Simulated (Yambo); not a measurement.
Yambo run on Ba2ScNbO6 (space group Fm-3m, No. 225). The wavefunctions are PBEsol (pw.x of Quantum ESPRESSO, ONCV potentials, without SOC) ones on a 2×2×2 mesh (40 occupied bands); a = 5.8607 Å, b = 5.8607 Å, c = 5.8607 Å, α = 60.00°, β = 60.00°, γ = 60.00°.

Yambo input:

```
rim_cut
gw0
dyson
el_el_corr
HF_and_locXC
ppa
em1d
RandQpts= 1000000
RandGvec= 1 Ry
EXXRLvcs= 84 Ry
VXCRLvcs= 336 Ry
Chimod= "HARTREE"
% BndsRnXp
 3 | 145 |
%
NGsBlkXp= 7 Ry
% LongDrXp
 1.0 | 1.0 | 1.0 |
%
PPAPntXp= 27.2114 eV
% GbndRnge
 1 | 145 |
%
GTermKind= "BG"
DysSolver= "n"
ExtendOut
% QPkrange
 1 | 1 | 40 | 41 |
%
```

k points by index: 1 = Γ.

Resulting energies as the program prints them:

```
#    K-point    Band    Eo [eV]    E [eV]    E-Eo [eV]    Vxc [eV]    Vnlxc [eV]    Sc|Eo [eV]    Sc|E [eV]    dSc/dw|Eo [eV]    Re(Z)    Im(Z)
#
    1    40    0.000000    -0.316154    -0.316154    -19.51234    -24.61264    4.689737    4.784145    -8.122227    0.770125    -0.001384
    1    41    2.648476    3.984857    1.336381    -15.65333    -9.753388    -4.264414    -4.563562    -6.090726    0.817105    -0.001157
```
(The two width columns are left out.) Convergence of these settings isn't established.

Geometry of the Materials Project entry, not relaxed at this level.

The structure is a Materials Project entry; no match was found in the copy of COD used, and its stability was not checked.
